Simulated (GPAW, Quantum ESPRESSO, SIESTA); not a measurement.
# One calculation of Y2Ge3, 3 ways

```xyz
5
Lattice="4.3924 0.0000 0.0000 -2.1962 3.8040 0.0000 0.0000 0.0000 7.1073" Properties=species:S:1:pos:R:3 pbc="T T T"
Y     0.0000    0.0000    1.9195
Y     0.0000    0.0000    5.1878
Ge    2.1962    1.2680    0.0000
Ge    2.1962    1.2680    3.5536
Ge    0.0000    2.5360    0.0000
```

The cell comes from a database or a generator and needn't be the stable form of this composition.

Alike in all runs: task single point; functional PBE; k mesh 7 × 7 × 4; occupations fermi-dirac, width 0.05 eV; no spin polarisation; no spin-orbit coupling. Pressure is positive in compression and, in plane waves, holds the error of the finite cutoff.

```tsv
program and potentials	plane-wave cutoff (eV)	notes	pressure (GPa)	largest force (eV/Å)
GPAW, GPAW PAW data sets (gpaw-data 1.2.1)	600	6.8 valence electrons an atom on average	?	?
Quantum ESPRESSO, SSSP 1.3 efficiency PBE	748	12.8 valence electrons an atom on average	0.32	0.151
SIESTA, files PseudoDojo sr-pbe-0.4.1-standard, DZP (energy shift 0.003 Ry; two zetas on semicore shells)	-	atomic basis; 12.8 valence electrons an atom on average	1.20	0.057
```

Q: Estimate from the other rows what the run with GPAW, GPAW PAW data sets (gpaw-data 1.2.1) gave.

A: Pressure 0.31 GPa; largest force 0.157 eV/Å. The other rows, which needn't bracket it: pressure 0.32 to 1.20; largest force 0.057 to 0.151.
